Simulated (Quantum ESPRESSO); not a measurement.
K4IBr3, space group Pm-3m (No. 221):

```
CELL_PARAMETERS angstrom
      6.88391     0.00000     0.00000
      0.00000     6.88391     0.00000
      0.00000     0.00000     6.88391
ATOMIC_POSITIONS crystal
  K  0.00000 0.00000 0.00000
  I  0.50000 0.00000 0.00000
  K  0.00000 0.50000 0.50000
  Br 0.50000 0.50000 0.50000
  K  0.50000 0.00000 0.50000
  Br 0.00000 0.00000 0.50000
  K  0.50000 0.50000 0.00000
  Br 0.00000 0.50000 0.00000
```
The cell was made here from a computed Materials Project entry: one of 4 Br replaced by I, cell and atoms relaxed (PBE without dispersion, pw.x of a modified build of Quantum ESPRESSO, symmetry kept). The parent is KBr in Fm-3m. The swapped cell is a model, not a known phase. Stability against distortions was not tested.

```json
[
 {"site": "K1", "Wyckoff letter": "c", "site symmetry": "4/mmm"},
 {"site": "I", "Wyckoff letter": "b", "site symmetry": "m-3m"},
 {"site": "K2", "Wyckoff letter": "a", "site symmetry": "m-3m"},
 {"site": "Br", "Wyckoff letter": "d", "site symmetry": "4/mmm"}
]
```

Cores are frozen. Against all-electron runs on small test molecules, this scheme's |Vzz| missed by +10 % on K.

Question: Where does symmetry force the field gradient to vanish or to be axial, and what does a PBE PAW density (pw.x of Quantum ESPRESSO, JTH datasets) with the all-electron reconstruction of Petrilli and co-workers give?

Answer: 
```
site                                by symmetry  Vzz (a.u.)   η_Q
----  -----------------------------------------  ----------  ----
K1    axial, η = 0 (an axis of order 3 or more)      -0.032  0.00
I                         vanishes (cubic site)           0     –
K2                        vanishes (cubic site)           0     –
Br    axial, η = 0 (an axis of order 3 or more)  under 0.02     –
```
